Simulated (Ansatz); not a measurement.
# HfSi3: start and end of a relaxation

The guess for HfSi3 was made by a generator: random cell by space group and Wyckoff sites (Fm-3m, No. 225). The dimensions are guesses.

start.cif

```cif
data_structure
_symmetry_space_group_name_H-M 'Fm-3m'
_symmetry_Int_Tables_number 225
_cell_length_a 6.7868
_cell_length_b 6.7868
_cell_length_c 6.7868
_cell_angle_alpha 90.000
_cell_angle_beta 90.000
_cell_angle_gamma 90.000
_cell_volume 312.60
loop_
_atom_site_label
_atom_site_type_symbol
_atom_site_symmetry_multiplicity
_atom_site_Wyckoff_symbol
_atom_site_fract_x
_atom_site_fract_y
_atom_site_fract_z
_atom_site_occupancy
Hf1 Hf 4 b 0.50000 0.00000 0.00000 1
Si1 Si 4 a 0.00000 0.00000 0.00000 1
Si2 Si 8 c 0.25000 0.25000 0.75000 1
```

Theory: DFT PBE, scalar-relativistic, plane waves, PAW in Ansatz. Cutoff 420 eV, Gaussian smearing, Γ-centred meshes. Cell and atoms relax first on a coarse mesh and then on a finer one. In between, the cell is made exact in the group found at 0.06 Å. In metals the finer mesh still leaves noise of several meV/atom or more. The steps can't lower the symmetry of their start. No spin polarisation.

end.cif

```cif
data_structure
_symmetry_space_group_name_H-M 'Fm-3m'
_symmetry_Int_Tables_number 225
_cell_length_a 6.4571
_cell_length_b 6.4571
_cell_length_c 6.4571
_cell_angle_alpha 90.000
_cell_angle_beta 90.000
_cell_angle_gamma 90.000
_cell_volume 269.22
loop_
_atom_site_label
_atom_site_type_symbol
_atom_site_symmetry_multiplicity
_atom_site_Wyckoff_symbol
_atom_site_fract_x
_atom_site_fract_y
_atom_site_fract_z
_atom_site_occupancy
Hf1 Hf 4 b 0.50000 0.00000 0.00000 1
Si1 Si 4 a 0.00000 0.00000 0.00000 1
Si2 Si 8 c 0.25000 0.25000 0.75000 1
```

The symmetry stays Fm-3m (No. 225). The end has the BiF3 (D0_3) type. The volume per atom shrinks by 13.9 %, from 19.5 to 16.8 Å³. The shortest distance goes from 2.94 Å (Hf–Si and Si–Si) to 2.80 Å (Hf–Si and Si–Si).

```json
{
  "Volume per atom": "16.83 Å³",
  "Density": "6.48 g/cm³",
  "Energy over the elements": "+0.32 eV/atom",
  "Gap on the 12×12×12 mesh of the 4-atom cell": "0 eV (a metal)"
}
```

The zero of energy is the elements' standard structures at the same level; no fitted shifts are applied. A positive value: parting into the elements would lower its energy.

The last run used Gaussian smearing of 0.10 eV. These runs have no spin–orbit coupling, which can matter for Hf. Symmetry constrained the relaxation, so the result can be a saddle point. In all, the 3 runs took 72 s on 1 thread of Intel(R) Xeon(R) Processor @ 2.50GHz (Skylake/Cascade Lake) (shared host). Another cell of HfSi3 relaxed alike, in Pm-3m, lies 0.37 eV/atom lower, so this cell isn't the stable form at this level.
